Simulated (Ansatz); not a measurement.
The elements of this relaxed trial crystal are hidden behind letters.

```
lattice vectors (Å)
   4.3612    0.0000    0.0000
   0.0000    4.3612    0.0000
   0.0000    0.0000    6.6750
fractional positions
X 0.0000 0.5000 0.8946
X 0.5000 0.0000 0.8946
X 0.0000 0.0000 0.5368
Z 0.0000 0.0000 0.1402
Q 0.5000 0.5000 0.8939
```

The calculation used DFT PBE, scalar-relativistic, plane waves, PAW (Ansatz). The final run on the 5-atom cell used 420 eV, a Γ-centred 10×10×6 mesh, 0.10 eV smearing and no spin polarisation.

* Space group: P4mm (No. 99)
* Conventional cell: a = 4.361 Å, c = 6.675 Å
* Volume per atom: 25.39 Å³
* Density: 4.16 g/cm³
* Formation energy: −0.49 eV/atom
* Gap on the 10×10×6 mesh of the 5-atom cell: 0 eV (a metal)

Energies are uncorrected and count from the elements' standard states at the same level.

Q: X is a d-block element of period 5, Z is a p-block element of period 3 and Q is a p-block element of period 2. Which elements are they?

A: X = Zr, Z = Si, Q = O, so the formula is Zr3SiO. Density times volume gives a mean mass of 4.16 × 25.39/1.6605 = 63.6 u per atom, and this set has 63.6 u. Zr on a site of symmetry 2mm is surrounded by 2 O at 2.18 Å, 2 Si at 2.73 Å and 6 Zr at 3.08–3.23 Å; Si is surrounded by 5 Zr at 2.65–2.73 Å; around O lie 4 Zr at 2.18 Å; 1 more site not described. Other sets within the hints have nearly the same mass, so mass alone doesn't settle it; this one was computed.

A structure relaxed within its symmetry needn't be a true minimum. Another cell of Zr3SiO relaxed alike, in Pm-3m, lies 0.65 eV/atom lower, so this cell isn't the stable form at this level.
